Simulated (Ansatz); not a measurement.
Input:

InPd (CsCl type, space group No. 221), a = 3.3054 Å, b = 3.3054 Å, c = 3.3054 Å, α = 90.00°, β = 90.00°, γ = 90.00°.

This is the PBE-relaxed structure.

Task: All from PBE in the plane-wave PAW code Ansatz, unless another level is named. Give the density of states at the Fermi level.

Result: 0.42 states/eV per atom (mean over ±0.08 eV).

Task: What about the formation energy from the elements (no fitted shifts)?

Result: -0.49 eV/atom.

Task: Next, the gap with spin–orbit coupling?

Result: none (metallic).

Space group Pm-3m (CsCl type). The PBE relaxation kept the symmetry of its start; of distortions, only those at the zone centre were tested. The run is not spin-polarised. The references are the lowest solids computed at this level, not always the standard phases. Spin–orbit coupling is left out wherever it is not named.

Potentials: the later of the program's two PAW sets.
